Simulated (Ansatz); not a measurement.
C in space group I4_132 (No. 214; C on 8a) at seven volumes, the program Ansatz at the r²SCAN level (PAW), scaled uniformly. One row is withheld.

| V (Å³/atom) | P (GPa) |
|---|---|
| 7.868 | ? |
| 8.128 | 18.43 |
| 8.387 | 8.57 |
| 8.646 | 0.00 |
| 8.906 | -7.46 |
| 9.165 | -13.95 |
| 9.425 | -19.59 |

### Question
Fit the shown pressures and predict the withheld one.

### Answer
P = (3/2)B₀(x^(7/2) − x^(5/2))[1 + (3/4)(B′ − 4)(x − 1)] with x = (V₀/V)^(2/3). Least squares on the six rows gives V₀ = 8.646 Å³/atom, B₀ = 266 GPa, B′ = 3.68. At V = 7.868, x = 1.0649 and P = 29.82 GPa. The run itself gave 29.77 GPa.

The start of the workflow was typed in or built on a structure type; neither database checked (COD, Materials Project) lists it. It is not the phase usual at ambient conditions (space group No. 194, 227). The cell was relaxed with r²SCAN under the symmetry of its start. At this level the phase is mechanically unstable.

Potentials: the earlier of the program's two PAW sets.
